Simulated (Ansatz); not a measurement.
SiC (zinc blende, space group No. 216), LDA (plane waves, PAW; program Ansatz). The conduction-band minimum lies at X, with 3 equivalent valleys. Second derivatives d²E/dk² of the lowest band at one valley (eV·Å²), along Cartesian directions:

| direction | d²E/dk² |
|---|---|
| [100] | 11.26 |
| [010] | 33.74 |
| [001] | 33.74 |
| [110] | 22.50 |
| [101] | 22.50 |
| [011] | 33.70 |

Question: Find the principal effective masses, the density-of-states mass and the conductivity mass.

Answer: Off-diagonal terms follow from H_xy = H[110] − (H_xx + H_yy)/2, and m*/mₑ = 7.620 eV·Å² over each eigenvalue: 0.23, 0.23, 0.68. One valley's DOS mass (m₁m₂m₃)^(1/3) = 0.33, conductivity mass 3/(Σ 1/mᵢ) = 0.29 mₑ.

Question: What effective density of states Nc follows at 300 K for parabolic valleys?

Answer: Nc = 2.509e19 × 3 × (0.33)^(3/2) ≈ 1.4e19 cm⁻³.

Question: With the computed static dielectric constant 10.3 (mean of the diagonal), estimate a hydrogenic donor's binding energy and radius.

Answer: E = 13.606 eV × 0.29/10.3² ≈ 37 meV; a = 0.529 Å × ε/m* ≈ 19 Å. Semilocal masses tend to be too small when the gap is underestimated.

Question: With ε∞ = 6.93 and ω_LO = 973 cm⁻¹, what Fröhlich coupling constant follows?

Answer: α = (1/ε∞ − 1/ε0) √(m* × 13.606 eV/ħω_LO) = 0.27.

Space group F-43m (zinc blende). Symmetry was held in the LDA relaxation.

Potentials: the earlier of the program's two PAW sets. The files were generated under PBE; for other functionals the program regenerates the frozen cores, and for LDA and PBEsol the local potential too.
